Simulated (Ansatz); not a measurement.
C:
```
CELL_PARAMETERS angstrom
      9.05290     0.00000     0.00000
      0.00000     2.51597     0.00000
      0.00000     0.00000     4.14083
ATOMIC_POSITIONS crystal
  C  0.81049 0.25000 0.69986
  C  0.47938 0.25000 0.90840
  C  0.69498 0.25000 0.42538
  C  0.03657 0.25000 0.93137
  C  0.68951 0.75000 0.19986
  C  0.02062 0.75000 0.40840
  C  0.80502 0.75000 0.92538
  C  0.46343 0.75000 0.43137
  C  0.18951 0.75000 0.30014
  C  0.52062 0.75000 0.09160
  C  0.30502 0.75000 0.57462
  C  0.96343 0.75000 0.06863
  C  0.31049 0.25000 0.80014
  C  0.97938 0.25000 0.59160
  C  0.19498 0.25000 0.07462
  C  0.53657 0.25000 0.56863
```

Relaxed with r²SCAN. Special points in fractions of this cell's reciprocal vectors: Γ (0.000, 0.000, 0.000); X (0.500, 0.000, 0.000); S (0.500, 0.500, 0.000); Y (0.000, 0.500, 0.000); Z (0.000, 0.000, 0.500); U (0.500, 0.000, 0.500); R (0.500, 0.500, 0.500); T (0.000, 0.500, 0.500).

List the band energies nearest the valence-band maximum at these points for the program Ansatz at the r²SCAN level (PAW).

In eV from the valence-band maximum; about four levels below and three above (degenerate sets whole), none deeper than 8.9 eV; points with the same levels are listed once.

```json
[
 {"k": "Γ", "below": "-0.74 -0.30 -0.26 0.00", "above": "5.05 5.12 5.68"},
 {"k": "X", "below": "-0.41 -0.41 -0.31 -0.31", "above": "5.09 5.09 6.49 6.49"},
 {"k": "S", "below": "-3.57 -3.57 -3.57 -3.57", "above": "6.01 6.01 6.01 6.01"},
 {"k": "Y", "below": "-4.39 -4.39 -3.01 -3.01", "above": "5.50 5.50 5.99 5.99"},
 {"k": "Z", "below": "-1.77 -1.77 -1.29 -1.29", "above": "4.76 4.76 6.84 6.84"},
 {"k": "U", "below": "-1.96 -1.96 -1.38 -1.38", "above": "4.53 4.53 6.47 6.47"},
 {"k": "R", "below": "-2.95 -2.95 -2.95 -2.95", "above": "7.13 7.13 7.13 7.13"},
 {"k": "T", "below": "-3.63 -3.63 -2.75 -2.75", "above": "6.66 6.66 7.33 7.33"}
]
```

Space group Pnma. The start of the workflow was typed in or built on a structure type; neither database checked (COD, Materials Project) lists it. It is not the phase usual at ambient conditions (space group No. 194, 227). The cell was relaxed with r²SCAN under the symmetry of its start; whether a distortion lowers the energy is not shown.

Potentials: the later of the program's two PAW sets.
